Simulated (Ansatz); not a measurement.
## Sb₂Se₃: Coordination and ¹²³Sb quadrupole coupling

Cell: a structure deposited in the COD, ions relaxed with PBE at fixed cell.

Space group Pnma (No. 62); a = 11.7700, b = 3.9620, c = 11.6200 Å.

```
site  Wyckoff  site symmetry       x       y       z
 Sb1       4c            .m.  0.0256  0.2500  0.3284
 Sb5       4c            .m.  0.1488  0.7500  0.0391
 Se9       4c            .m.  0.0554  0.2500  0.8689
Se13       4c            .m.  0.1289  0.7500  0.4475
Se17       4c            .m.  0.2152  0.2500  0.1958
```

One atom of each set is listed.

Level of theory: DFT, PBE, plane waves and PAW, scalar-relativistic, 550 eV cutoff, Γ-centred 3×7×3 k-points, Fermi–Dirac smearing 0.02 eV (Ansatz 0.2.0).

Q(¹²³Sb) = -692.0 mb.

Task: Order the Sb environments from the weakest to the strongest quadrupole coupling.
A. Sb1: 3 Se at 2.71 Å; also 3 Se at 3.18 Å
B. Sb5: 3 Se at 2.63–2.80 Å; also 4 Se at 3.01–3.45 Å

Result: A (174 MHz, η = 0.50), B (230 MHz, η = 0.02).

At Sb1 V_zz stands upright on the plane through its three neighbours (within 11°). Like point charges on the first shell alone (each adding as 1/d³) would put Sb1 above Sb5: the covalent part of each bond and the atoms beyond the first shell count as well.

Without spin–orbit coupling (the program notes it for Sb) the gradients can shift somewhat, as the gap is small. With these PAW files V_zz is typically within 2 to 3 % of all-electron values, but misses above 10 % occur on Sb.
